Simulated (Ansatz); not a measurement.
**Convergence test, Ti3Tl**

Theory: DFT PBEsol, scalar-relativistic, plane waves, PAW (Ansatz).

```
Ti Tl
1.0
    -2.02575    2.02575    4.42774
     2.02575   -2.02575    4.42774
     2.02575    2.02575   -4.42774
Ti Tl
3 1
Direct
  0.75000 0.25000 0.50000
  0.25000 0.75000 0.50000
  0.50000 0.50000 0.00000
  0.00000 0.00000 0.00000
```

```json
{
 "Γ-centred k-mesh": "14×14×14",
 "occupation rule": "Gaussian smearing, 0.1 eV",
 "spin treatment": "unpolarised",
 "valence charge of the PAW sets": "Ti 12, Tl 13"
}
```

The atoms stay fixed while the plane-wave cutoff is varied. ΔE is the energy extrapolated to zero smearing, less that of the reference run (500 eV). The cell isn't necessarily relaxed at this level. Spin–orbit coupling is left out. Pressure is positive in compression and holds a correction for the finite cutoff (Pulay stress).

Question: One run gave ΔE = 0.71 meV/atom and P = -3.30 GPa. Which plane-wave cutoff did it use, of 250, 300, 350, 420?

Answer: 420 eV. All runs:

| cutoff (eV) | ΔE (meV/atom) | P (GPa) | plane waves at Γ |
| --- | --- | --- | --- |
| 250 | 936 | -4.55 | 671 |
| 300 | 120 | -3.37 | 845 |
| 350 | 8.63 | -3.27 | 1057 |
| 420 | 0.71 | -3.30 | 1395 |
| 500 | 0.00 | -3.30 | 1865 |